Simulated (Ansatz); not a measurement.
Each is relaxed and computed with PBE (plane waves, PAW; program Ansatz). Which is the only metal?
A) PtC, P-6m2 (Pt on 1a, C on 1d)
B) ScAl3N4, P-6m2 (Pearson symbol hP8)
C) SiC, zinc blende
D) ScSnCN, P3m1 (Sc on 1b, Sn on 1c, C on 1b, N on 1c)

A, PtC, P-6m2 (Pt on 1a, C on 1d). PtC: metal; ScAl3N4: gap 2.68 eV (indirect); SiC: gap 1.37 eV (indirect); ScSnCN: gap 1.81 eV (direct). Typed or built starts, not in the databases checked: PtC, P-6m2 (Pt on 1a, C on 1d); ScAl3N4, P-6m2 (Pearson symbol hP8); ScSnCN, P3m1 (Sc on 1b, Sn on 1c, C on 1b, N on 1c). All cells were relaxed under the symmetry of their starts (and spin orders); stability against distortions was not tested throughout. Named crystals with no word on spin ran without spin polarisation. Spin–orbit coupling is left out wherever it is not named.

Potentials: the earlier of the program's two PAW sets.
